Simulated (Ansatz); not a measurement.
## Structure relaxation, Mg

The start is a relaxed Mg cell displaced along its unstable phonon at q = (½, 0, 0) of its primitive reciprocal cell (111i cm⁻¹), largest move 0.15 Å. The structure is fully relaxed (lattice and positions, P = 0) with r2SCAN (plane waves to 500 eV, PAW, scalar-relativistic; Ansatz, a program for electronic structure). First-step values are on the input's coarse k-mesh.

Ansatz input (later rounds restart from its end on a renewed k-mesh):
Ansatz 0.2 input:
```yaml
crystal:
  lattice:
    - [5.9906944914, 0, 0]
    - [0, 2.9953472457, 0]
    - [0, 0, 2.9953472457]
  atoms:
    - { symbol: Mg, position: [0, 0, -0.0500776664] }
    - { symbol: Mg, position: [0.5, 0, 0.0500776664] }
basis: { ecutwfc: 500, ecutrho_ratio: 4, xc_grid: 4, fft_grid_basis: typed }
kpoints: { mp_grid: { grid: [6, 11, 11] } }
hamiltonian:
  xc: r2scan
  dispersion: none
  pseudopotentials: { azcp: { folder: ./paw }, kind: paw }
scf: { occupations: { method: fermi_dirac, width: 0.05 } }
relax: { f_tol: 0.01, max_steps: 100, cell: { stress_tol: 0.02 } }
output: { forces: true, stress: true }
```

Largest initial force: 0.15 eV/Å, on Mg1, Mg2 (atoms numbered as listed)
Energy released: 0.17 eV/atom
Volume change: -7.1 %, from 26.87 to 24.96 Å³/atom
Relative to the parent: It does not go back: it reaches P6/mmm (No. 191), AFLOW prototype A_hP1_191_a (A_f, as in Sn), 0.19 eV/atom below the parent
Shortest distances (start → end): The closest pairs of elements (up to four, under 3.6 Å), start → end: Mg–Mg 3.00 → 3.06 Å
Band gap at the end: zero (metallic)
Optimiser moves: 9

Final structure:

```cif
data_Mg
_chemical_formula_sum 'Mg1'
_space_group_name_H-M_alt 'P6/mmm'
_space_group_IT_number 191
_space_group_name_Hall '-P 6 2'
_cell_length_a 3.07071
_cell_length_b 3.07071
_cell_length_c 3.05639
_cell_angle_alpha 90.000
_cell_angle_beta 90.000
_cell_angle_gamma 120.000
loop_
_atom_site_label
_atom_site_type_symbol
_atom_site_symmetry_multiplicity
_atom_site_Wyckoff_symbol
_atom_site_fract_x
_atom_site_fract_y
_atom_site_fract_z
_atom_site_occupancy
Mg1 Mg 1 a 0.00000 0.00000 0.00000 1
```

Final values are on a 17×17×15 k-mesh of the relaxed cell. No spin polarisation in the result.

The run could not lose the symmetry of its start, so the end can be a saddle point.

The relaxed structure here is a generated cell of Mg: the first start was made by placing the elements on the sites of a structure type, and the end was not matched to a known phase here, so it may be hypothetical. Known forms of Mg include space group No. 194.
